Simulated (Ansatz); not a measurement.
Bi$_{2}$Se$_{3}$ (Bi2Te3 type, space group R-3m)

Space group R-3m, hexagonal axes (No. 166); a = 4.1443 Å, b = 4.1443 Å, c = 28.4480 Å, α = 90.00°, β = 90.00°, γ = 120.00°

| atom | site | symmetry | x | y | z |
|---|---|---|---|---|---|
| Bi | 6c | 3m | 0.0000 | 0.0000 | 0.4009 |
| Se | 3a | -3m | 0.0000 | 0.0000 | 0.0000 |
| Se | 6c | 3m | 0.0000 | 0.0000 | 0.2105 |
(The calculation used a cell of 5 atoms; values per cell refer to that cell.)

The volume is varied about the relaxed value V₀ at fixed cell shape. The atoms relax within the cell's symmetry.

The numbers are results of PBE-D3(BJ) (plane waves to 420 eV, PAW, scalar-relativistic; Ansatz, an electronic-structure program), not measurements. k mesh 9×9×9 (Γ-centred), Fermi-Dirac smearing 0.05 eV. The energy includes the smearing's −TS. Compression counts positive. Bi2Se3 was relaxed with its symmetry unable to fall. Spin-orbit coupling is left out, though Bi is heavy. The zero of ΔE is the relaxed starting cell.

Task: Estimate the ΔE (kJ/mol of atoms) and P (GPa) for V/V₀ = 0.900, 0.917, 0.950, 0.967, 1.017, 1.033, 1.050, 1.067.

Result: 
```json
[
 {"V/V₀": "0.900", "ΔE (kJ/mol of atoms)": "4.48", "P (GPa)": "6.00"},
 {"V/V₀": "0.917", "ΔE (kJ/mol of atoms)": "2.97", "P (GPa)": "4.67"},
 {"V/V₀": "0.950", "ΔE (kJ/mol of atoms)": "0.98", "P (GPa)": "2.46"},
 {"V/V₀": "0.967", "ΔE (kJ/mol of atoms)": "0.42", "P (GPa)": "1.54"},
 {"V/V₀": "1.017", "ΔE (kJ/mol of atoms)": "0.09", "P (GPa)": "-0.63"},
 {"V/V₀": "1.033", "ΔE (kJ/mol of atoms)": "0.35", "P (GPa)": "-1.20"},
 {"V/V₀": "1.050", "ΔE (kJ/mol of atoms)": "0.75", "P (GPa)": "-1.66"},
 {"V/V₀": "1.067", "ΔE (kJ/mol of atoms)": "1.28", "P (GPa)": "-2.07"}
]
```

(A scan under strain: stresses follow from slopes of the energy per volume, elastic moduli from its curvatures.)
